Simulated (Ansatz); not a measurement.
System: FePb, 2 atoms in the cell.

Method: Ansatz 0.2.0 development build, PBE with spin–orbit coupling, plane waves, PAW datasets (earlier set, tuned by hand).

Cutoff 844 eV; k-mesh 8×8×6 Γ-centred; Fermi–Dirac smearing of 0.1 eV; starting moments Fe1 3 μB along [1, 0, 0].

```xyz
2
Lattice="3.2000 0.0000 0.0000 0.0000 3.2000 0.0000 0.0000 0.0000 4.1000" Properties=species:S:1:pos:R:3 pbc="T T T"
Fe    0.0000    0.0000    0.0000
Pb    1.6000    1.6000    2.0500
```

(1) Would the cell expand or shrink if it were free to relax?

Results:

(1) The pressure is -2.53 GPa, so at these settings the cell is stretched and would shrink.

The stress includes the program's correction for the finite plane-wave basis.

The cell is a model and need not be the structure known for this compound. The k-mesh is modest, so these values aren't fully converged in k. One magnetic order was tried; another may lie lower.
